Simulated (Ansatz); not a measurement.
# BaHfO3: strain energy, fitted

BaHfO3, Pm-3m, a = 4.177 Å. The structure is a Materials Project entry; whether it is the stable form wasn't checked. Ansatz: r2SCAN, PAW, 500 eV, Γ-centred 6×6×6 mesh on 5 atoms, Gaussian smearing 0.02 eV; no spin polarisation. Series: biaxial strain in the a-b plane, c and atoms relaxed; x is the strain in per cent. y is the free energy over the unstrained cell, V0 = 14.577 Å³/atom.

```tsv
x (%)	y (meV/atom)
-6.0	?
-4.0	63.88
-2.0	14.89
0.0	0.00
2.0	13.04
4.0	48.97
6.0	103.65
```

Fit y = c2 x² + c3 x³ to the other rows, turn c2 into a modulus, and predict the missing energy.

Least squares on the rows shown. y = 3.5387 x² − 0.11091 x³. In eV per unit strain² c2 is 35.39; M is the biaxial modulus (E = M V0 ε²): 35.39 × 160.2 / (14.577) = 389 GPa. At x = -6.0 the fit asked for gives 151.35 meV/atom. The run gave 154.55 meV/atom, so the fit is 3.20 meV/atom too low, 2.1 % of the span of the series, against an rms of 0.30 meV/atom on the fitted rows. The row lies outside the fitted range. With a term in x⁴ added, a fit to the same known rows predicts 153.99 meV/atom, so most of the miss is curvature that the known rows already hold.

Spin–orbit coupling is left out, which can shift energies with elements as heavy as these.

Symmetry holds off the tilts and polar distortions that many cubic perovskites undergo.